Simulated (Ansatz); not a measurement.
Input file for Ansatz (an electronic-structure program):

Ansatz 0.2 input:
```yaml
crystal:
  lattice:
    - [2.120341566, -6.2715483676, 0.0]
    - [2.120341566, 6.2715483676, 0.0]
    - [0.0, 0.0, 4.548160123]
  atoms:
    - { symbol: In, position: [0.3856602453, 0.6143397547, 0.75] }
    - { symbol: In, position: [0.6143397547, 0.3856602453, 0.25] }
    - { symbol: Cl, position: [0.8377157332, 0.1622842668, 0.25] }
    - { symbol: Cl, position: [0.1622842668, 0.8377157332, 0.75] }
kpoints:
  mp_grid: { grid: [6, 6, 5] }
  band_path:
    path:
      - [[0.0, 0.0, 0.0], [-0.5, 0.5, 0.0], [-0.2785760443, 0.7214239557, 0.0]]  # Γ-Y-C_0
      - [[0.2785760443, 0.2785760443, 0.0], [0.0, 0.0, 0.0], [0.0, 0.0, 0.5], [0.2785760443, 0.2785760443, 0.5]]  # Σ_0-Γ-Z-A_0
      - [[-0.2785760443, 0.7214239557, 0.5], [-0.5, 0.5, 0.5], [-0.5, 0.5, 0.0]]  # E_0-T-Y
      - [[0.0, 0.0, 0.0], [0.0, 0.5, 0.0], [0.0, 0.5, 0.5], [0.0, 0.0, 0.5], [-0.5, 0.5, 0.5]]  # Γ-S-R-Z-T
      - [VBM, CBM]
    npoints: 6
hamiltonian:
  xc: r2scan
  dispersion: d4
  pseudopotentials: { kind: paw }
magnetization: { noncollinear: true, spin_orbit: true }
scf:
  n_extra_bands: 12
  convergence: { dr2_threshold: 0.0000000001 }
  occupations: { method: gaussian, width: 0.01 }
checkpoint: { write: soc.run }
output: { eigenvalues: true }
```

Output (shortened):

```
Pseudopotentials: kind: paw_fr
Pseudopotential: In, paw_fr, valence charge 13
Pseudopotential: Cl, paw_fr, valence charge 7
Functional definition: r2SCAN
non-collinear run that drives no moment, with spin-orbit …
Crystal: 4 atoms, lattice volume = 120.961 Å³
Basis set: ecut = 500 eV, 3109 PW (Γ), exchange–correlation on 200×200×144 points (64 copies of the dense FFT grid, shifted against one another)
Bands: 52, of which v1, the nominal top of the filled ones, is band 40 counted from 1 (39 counted from 0)
Symmetry: 8 space group operations + 8 with time reversal
k-points: 39 of 180
Projection manifold: j_resolved (fully-relativistic pseudo-atomic orbitals)
PAW frozen core: In, regenerated for the run's functional
PAW frozen core: Cl, regenerated for the run's functional
Initial density: superposition of atomic densities (chi_scale 0.1, normalization cell, long waves kept (reshape's long-wave potential 0.15 eV rms))
Initial wavefunctions: pseudopotential atomic-orbital guess
Eigensolver: davidson
Functional: x = r2scan, c = r2scan; τ floored in thin density (d = 2e-4 eV/Å³)
SCF iter   1: F=—  HF=-13376.259871 eV  |F-HF|=—  |Δ(HF+E_count)|=         —  Δρ=4.19e-2  dr2=4.15e0  dr2_τ=7.94e-3  dr2_m=0.00e0 (ungated)  ethr=3.10e-3  |M|=0.00e0 ∫|m|=0.00e0 μB  |m|>n=0.0e0 m-floor=0.0e0 τ_xc=0.0e0  β_m=0.30  ⟨swp⟩=7.1  Hψ=4629  notcnv=0  defer=28
all-band conjugate gradients solve this SCF's bands
preconditioner: auto → Resta (q_TF=auto, 2.269 Å⁻¹)
spin=Noncollinear: Resta preconditioning applied to the charge; magnetization (m_x, m_y, m_z) channels mix plain (no charge-response kernel on spin).
SCF iter   2: F=—  HF=-13375.332763 eV  |F-HF|=—  |Δ(HF+E_count)|=   9.27e-1  Δρ=2.22e-2  dr2=1.22e0  dr2_τ=4.37e-3  dr2_m=0.00e0 (ungated)  ethr=3.10e-3  |M|=0.00e0 ∫|m|=0.00e0 μB  |m|>n=0.0e0 m-floor=0.0e0 τ_xc=0.0e0  β_m=0.47  ⟨swp⟩=3.9  Hψ=2184  notcnv=0  defer=220
SCF iter   3: F=—  HF=-13374.979863 eV  |F-HF|=—  |Δ(HF+E_count)|=   3.53e-1  Δρ=5.69e-3  dr2=5.37e-2  dr2_τ=3.52e-4  dr2_m=0.00e0 (ungated)  ethr=3.06e-3  |M|=0.00e0 ∫|m|=0.00e0 μB  |m|>n=0.0e0 m-floor=0.0e0 τ_xc=0.0e0  β_m=0.71  ⟨swp⟩=3.0  Hψ=1879  notcnv=0  defer=218
SCF iter   4: F=—  HF=-13374.975863 eV  |F-HF|=—  |Δ(HF+E_count)|=   4.00e-3  Δρ=1.54e-3  dr2=5.39e-3  dr2_τ=9.58e-5  dr2_m=0.00e0 (ungated)  ethr=1.34e-4  |M|=0.00e0 ∫|m|=0.00e0 μB  |m|>n=0.0e0 m-floor=0.0e0 τ_xc=0.0e0  β_m=0.68  ⟨swp⟩=4.1  Hψ=2192  notcnv=0  defer=224
SCF iter   5: F=—  HF=-13374.975337 eV  |F-HF|=—  |Δ(HF+E_count)|=   5.27e-4  Δρ=4.98e-4  dr2=4.90e-4  dr2_τ=2.70e-6  dr2_m=0.00e0 (ungated)  ethr=1.35e-5  |M|=0.00e0 ∫|m|=0.00e0 μB  |m|>n=0.0e0 m-floor=0.0e0 τ_xc=0.0e0  β_m=0.84  ⟨swp⟩=3.0  Hψ=1804  notcnv=0  defer=224
SCF iter   6: F=—  HF=-13374.975416 eV  |F-HF|=—  |Δ(HF+E_count)|=   7.88e-5  Δρ=1.21e-4  dr2=1.76e-5  dr2_τ=6.35e-7  dr2_m=0.00e0 (ungated)  ethr=1.23e-6  |M|=0.00e0 ∫|m|=0.00e0 μB  |m|>n=0.0e0 m-floor=0.0e0 τ_xc=0.0e0  β_m=0.88  ⟨swp⟩=2.0  Hψ=1336  notcnv=0  defer=224
SCF iter   7: F=—  HF=-13374.975422 eV  |F-HF|=—  |Δ(HF+E_count)|=   6.14e-6  Δρ=3.59e-5  dr2=2.39e-6  dr2_τ=7.53e-8  dr2_m=0.00e0 (ungated)  ethr=4.40e-8  |M|=0.00e0 ∫|m|=0.00e0 μB  |m|>n=0.0e0 m-floor=0.0e0 τ_xc=0.0e0  β_m=0.86  ⟨swp⟩=2.0  Hψ=1682  notcnv=0  defer=224
SCF iter   8: F=—  HF=-13374.975451 eV  |F-HF|=—  |Δ(HF+E_count)|=   2.97e-5  Δρ=8.44e-6  dr2=1.02e-7  dr2_τ=1.13e-9  dr2_m=0.00e0 (ungated)  ethr=5.98e-9  |M|=0.00e0 ∫|m|=0.00e0 μB  |m|>n=0.0e0 m-floor=0.0e0 τ_xc=0.0e0  β_m=0.93  ⟨swp⟩=2.0  Hψ=1605  notcnv=0  defer=224
SCF iter  11: F=-13374.975452 eV  HF=-13374.975452 eV  |F-HF|=7.28e-12  |Δ(HF+E_count)|=  1.27e-10  Δρ=1.02e-7  dr2=1.38e-11  dr2_τ=3.98e-13  dr2_m=0.00e0 (ungated)  ethr=1.00e-12  |M|=0.00e0 ∫|m|=0.00e0 μB  |m|>n=0.0e0 m-floor=0.0e0 τ_xc=0.0e0  ⟨swp⟩=11.4  Hψ=3822  notcnv=0
WARN: dispersion: an atom stands within reach of a switch of its C6 between two reference coordination numbers of its element …
SCF 1 converged in 11 iterations: F = -13374.975452 eV  dr2 = 1.38e-11
NSCF: frozen V_eff on 52 k-points
NSCF: frozen V_eff on 52 k-points
NSCF: frozen V_eff on 52 k-points
NSCF: frozen V_eff on 52 k-points
NSCF: frozen V_eff on 3 k-points
NSCF: frozen V_eff on 11 k-points
NSCF: frozen V_eff on 22 k-points
NSCF: frozen V_eff on 7 k-points
NSCF: frozen V_eff on 12 k-points
NSCF: frozen V_eff on 18 k-points
NSCF: frozen V_eff on 16 k-points
NSCF: frozen V_eff on 13 k-points
NSCF: frozen V_eff on 10 k-points
NSCF: frozen V_eff on 19 k-points
NSCF: frozen V_eff on 35 k-points
NSCF: frozen V_eff on 23 k-points
NSCF: frozen V_eff on 6 k-points
NSCF: frozen V_eff on 7 k-points
NSCF: frozen V_eff on 3 k-points
NSCF: frozen V_eff on 77 k-points
SCF converged after 11 iterations
Magnetization: |M| = 0.0000 μB,  M = (+0.0000, +0.0000, +0.0000) μB
Absolute magnetization: 0.0000 μB (∫|m|)
  site 0: m = (+0.0000, +0.0000, +0.0000) μB, |m| = 0.0000 μB  (R = 1.16 Å)
  site 1: m = (+0.0000, +0.0000, +0.0000) μB, |m| = 0.0000 μB  (R = 1.16 Å)
  site 2: m = (+0.0000, +0.0000, +0.0000) μB, |m| = 0.0000 μB  (R = 1.16 Å)
  site 3: m = (+0.0000, +0.0000, +0.0000) μB, |m| = 0.0000 μB  (R = 1.16 Å)
Free energy (F): -13374.975452 eV
Harris-Foulkes:  -13374.975452 eV  (|F-HF|=7.28e-12)
Internal energy: -13374.975452 eV  (E = F + TS)
E sigma→0 (E₀):  -13374.975452 eV
Fermi energy:    5.605563 eV
--- Per-component energies (eV) ---
  E_band       = -213.529413
  E_kinetic    = 797.827913
  E_local      = -3106.839094  (includes V_loc(G=0)·N_el)
  E_nonlocal   = 789.222441
  E_hartree    = 1178.257220
  E_xc         = -611.890739
  E_vxc        = -484.269349  (∫ρ·V_xc dr)
  E_paw        = -9669.251615  (= ΣΔE_a)
  E_vpaw       = -595.256727  (= ΣTr[D̂ρ^β])
  E_aug_tail   = 0.000090  (compensation charges beyond the density's cutoff)
  E_vtau       = 29.270857  (kinetic-family band-sum trace: ∫τ·v_τ [+ j·A + Jᵃ·Aᵃ] dr)
  E_ewald      = -2753.588130
  E_disp       = -0.389763  (pairwise vdW)
  E_core_change = 1.676224  (= ΣΔE_core)
  E_smearing   =  0.000000  (= −TS)
  E_closure    =  0.000000  (closes the sum)
  Σ components = -13374.975452   (vs F -13374.975452, Δ=0.00e0)
  [band-id]    e_kinetic+e_local+e_nonlocal+2·e_hartree+e_vxc+e_vpaw+e_augmentation_tail+e_vtau = -213.529428   (vs E_band -213.529413, Δ=-1.52e-5)
--- Band table (eV; the first three rows and the last of 39) ---
  k-point 0: bands = ["-11.2017", "-11.2017", "-10.9678", "-10.9678", "-10.1325", "-10.1325", "-10.1266", "-10.1266", "-10.1119", "-10.1119", "-9.9716", "-9.9716", "-9.2848", "-9.2848", "-9.2794", "-9.2794", "-9.2703", "-9.2703", "-9.2364", "-9.2364", "-9.2239", "-9.2239", "-9.1059", "-9.1059", "0.2639", "0.2639", "0.2920", "0.2920", "0.6860", "0.6860", "0.7794", "0.7794", "1.2165", "1.2165", "1.6629", "1.6629", "1.8042", "1.8042", "3.7818", "3.7818", "8.5700", "8.5700", "9.4750", "9.4750", "9.5880", "9.5880", "10.1826", "10.1826", "10.9904", "10.9904", "11.5226", "11.5226"]
  k-point 1: bands = ["-11.1543", "-11.1543", "-10.9641", "-10.9641", "-10.1322", "-10.1322", "-10.1277", "-10.1277", "-10.1044", "-10.1044", "-9.9883", "-9.9883", "-9.2854", "-9.2854", "-9.2788", "-9.2788", "-9.2662", "-9.2662", "-9.2384", "-9.2384", "-9.2217", "-9.2217", "-9.1242", "-9.1242", "-0.2966", "-0.2966", "0.0301", "0.0301", "0.4434", "0.4434", "1.2321", "1.2321", "1.3383", "1.3383", "1.8129", "1.8129", "2.4185", "2.4185", "3.8509", "3.8509", "8.1944", "8.1944", "8.8797", "8.8797", "9.2687", "9.2687", "9.6507", "9.6507", "10.7285", "10.7285", "10.9862", "10.9862"]
  k-point 2: bands = ["-11.0530", "-11.0530", "-10.9798", "-10.9798", "-10.1314", "-10.1314", "-10.1298", "-10.1298", "-10.0778", "-10.0778", "-10.0317", "-10.0317", "-9.2835", "-9.2835", "-9.2799", "-9.2799", "-9.2571", "-9.2571", "-9.2468", "-9.2468", "-9.2045", "-9.2045", "-9.1665", "-9.1665", "-0.7313", "-0.7313", "-0.6108", "-0.6108", "0.8879", "0.8879", "1.3012", "1.3012", "1.5919", "1.5919", "1.7896", "1.7896", "3.3390", "3.3390", "3.8630", "3.8630", "7.4185", "7.4185", "7.9936", "7.9936", "9.1206", "9.1206", "9.4472", "9.4472", "9.6978", "9.6978", "10.3142", "10.3142"]
  k-point 38: bands = ["-11.0319", "-11.0319", "-10.9696", "-10.9696", "-10.1288", "-10.1288", "-10.1278", "-10.1278", "-10.0789", "-10.0789", "-10.0478", "-10.0478", "-9.2805", "-9.2805", "-9.2793", "-9.2793", "-9.2505", "-9.2505", "-9.2416", "-9.2416", "-9.2204", "-9.2204", "-9.1932", "-9.1932", "-1.1406", "-1.1406", "-0.8200", "-0.8200", "1.5324", "1.5324", "1.6168", "1.6168", "1.6804", "1.6804", "1.8033", "1.8033", "3.4948", "3.4948", "4.1556", "4.1556", "6.5131", "6.5131", "7.5014", "7.5014", "9.3448", "9.3448", "9.5938", "9.5938", "9.6923", "9.6923", "10.4953", "10.4953"]
  band table: 52 of 52 bands, residual norms ≤ 1.0e-3 eV
```

Cost: very roughly 10 core-minutes on shared cores.

Space group Cmcm. The workflow started from a Materials Project entry (that database holds measured and hypothetical structures alike); the Crystallography Open Database copy checked does not list it. COD files the formula under space group No. 198, so this cell is another polymorph or a model. Whether it is the stable phase at ambient conditions was not checked. Symmetry was held in the r²SCAN+D4 relaxation; its stability against distortions is not shown here.

Potentials: the later of the program's two PAW sets.

Ansatz is a plane-wave DFT program.
